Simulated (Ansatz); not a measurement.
Structures of TaPAu$_{3}$: which is lowest?

Plane-wave DFT in Ansatz with scalar-relativistic PAW potentials, cutoff 420 eV, Γ-centred meshes chosen by cell and gap, Gaussian smearing with energies taken to zero width. Every cell was relaxed (cell and atoms) in a run of its own, within the symmetry of its start. Functional: PBE.

Relaxed structures (starts from databases or built by putting these elements on another compound's sites):
A. Pm-3m, 5 atoms in the computed cell, a = 4.627 Å; sites (symmetry × multiplicity) Ta m-3m × 1, P m-3m × 1, Au 4/mm.m × 3; start: built
B. P4mm, 5 atoms in the computed cell, a = 4.890 Å, c = 5.335 Å; sites (symmetry × multiplicity) Ta 4mm × 1, P 4mm × 1, Au 2mm. × 2 + 4mm × 1; start: built
C. P6_3/mmc, 10 atoms in the computed cell, a = 6.818 Å, c = 4.614 Å; sites (symmetry × multiplicity) Ta -6m2 × 2, P -3m. × 2, Au mm2 × 6; start: built

Task: Rank them by energy. Could pressure change the order?

Result:
```tsv
structure	group	E − E(lowest) (meV/atom)	V (Å³/atom)	gap on mesh (eV)
C	P6_3/mmc	0.0	18.58	0.00
B	P4mm	201	25.52	0.00
A	Pm-3m	349	19.82	0.00
```

C is lowest, 201 meV/atom under B. The lowest is also the densest of these, so pressure wouldn't bring one of the others in at first order. Other structures may lie lower than all of these, and vibrations aren't counted.

Spin-orbit coupling is left out, which matters for the bands of heavy elements.